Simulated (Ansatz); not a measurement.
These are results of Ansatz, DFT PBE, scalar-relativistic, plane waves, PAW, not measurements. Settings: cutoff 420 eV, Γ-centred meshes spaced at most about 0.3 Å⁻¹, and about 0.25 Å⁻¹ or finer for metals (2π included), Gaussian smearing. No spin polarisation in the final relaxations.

These are static total energies at zero pressure.

Two forms of AlGa₂Sb₃ were relaxed alike.

A.

Space group R-3m:H (No. 166). a = 6.659 Å, b = 6.659 Å, c = 12.286 Å, α = 90.00°, β = 90.00°, γ = 120.00°
| atom | site | symmetry | x | y | z |
| --- | --- | --- | --- | --- | --- |
| Al | 3b | -3m | 0.3333 | 0.6667 | 0.1667 |
| Ga | 6c | 3m | 0.3333 | 0.6667 | 0.7875 |
| Sb | 9e | .2/m | 0.1667 | 0.3333 | 0.3333 |

B.

Space group P6/mmm (No. 191). a = 6.244 Å, b = 6.244 Å, c = 5.003 Å, α = 90.00°, β = 90.00°, γ = 120.00°
```tsv
atom	site	symmetry	x	y	z
Al	1a	6/mmm	0.0000	0.0000	0.0000
Ga	2c	-6m2	0.3333	0.6667	0.0000
Sb	3g	mmm	0.5000	0.0000	0.5000
```

Problem. Which form is favoured at zero pressure, and by what margin per atom?

Solution. A is lower, by 154 meV/atom. A has space group R-3m (No. 166), 26.2 Å³/atom and no gap on its mesh; B has space group P6/mmm (No. 191), 28.2 Å³/atom and no gap. Counting Sb atoms around Al and Ga (those within 1.25 times the shortest such distance or 1.15 times the sum of covalent radii, 1.27 where that leaves under three; a plus sign parts nearer from farther groups; the shortest distance is added where it exceeds 1.18 times the sum of covalent radii), A has Al 6, Ga 3+6 from 3.2 Å and B has Al 12 from 4.0 Å, Ga 6 from 3.1 Å. The denser one is the lower, and pressure would at first widen the difference. Even the lower one lies +0.20 eV/atom against the reference forms of the elements (uncorrected), so neither is stable at this level. Both come from invented guesses. A third cell relaxed alike, in P4mm, lies 102 meV/atom below the lower of the two.

These runs have no spin–orbit coupling, which can matter for Sb. Cells relaxed within their symmetry can be saddle points.
